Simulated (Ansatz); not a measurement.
**Computed properties of FeCo**

FeCo:
```
CELL_PARAMETERS angstrom
      1.39080    -1.99057     0.00000
      1.39080     1.99057     0.00000
      0.00000     0.00000     3.94323
ATOMIC_POSITIONS crystal
  Fe 0.50000 0.50000 0.50000
  Co 0.00000 0.00000 0.00000
```
The run is spin-polarised; directions of the spins, atom by atom: ↑ ↑.

Space group Cmmm (No. 65); conventional cell a = 2.7816 Å, b = 3.9811 Å, c = 3.9432 Å, α = 90.00°, β = 90.00°, γ = 90.00°.

Method: DFT-PBEsol in the program Ansatz with PAW potentials. Geometry: relaxed at this level of theory. Other levels are named where they apply.

### Cell and energy

```json
{
  "volume_per_atom": "10.92 Å³",
  "density": "8.73 g/cm³",
  "Formation energy from the elements (no fitted shifts)": "0.013 eV/atom"
}
```

### Electronic structure

```json
{
  "electronic_character": "metallic (no gap)",
  "Density of states at the Fermi level": "0.87 states/eV per atom (mean over ±0.08 eV)"
}
```

### Magnetism

```json
{
 "magnetic_order": "ferromagnetic",
 "net_moment": "2.15 μB per atom"
}
```

### Mechanics

```json
{
 "Bulk modulus (Birch–Murnaghan fit)": "221 GPa",
 "Pressure derivative B′": "4.4"
}
```

### Charges

```json
{
 "bader_charges": "Fe +0.11, Co -0.11 e"
}
```

The first step of the workflow began from a Materials Project structure, measured or hypothetical; the Crystallography Open Database copy checked does not list it. With Fe and Co taken as one species the cell has the higher symmetry Im-3m, so it may be an ordered model of a mixed-site phase. It is not the phase usual at ambient conditions (space group No. 221). Symmetry was held in the PBEsol relaxation; its stability against distortions is not shown here. Magnetic state: ferromagnetic, chosen from 5 collinear starts compared on coarse meshes (ties went to the first, and starts can fall back to one state), not a proven ground state. Axis ratios of metals converge slowly with the k-mesh, so a and c are less sure than the volume. The references are the lowest solids computed at this level, not always the standard phases.

Potentials: the later of the program's two PAW sets.
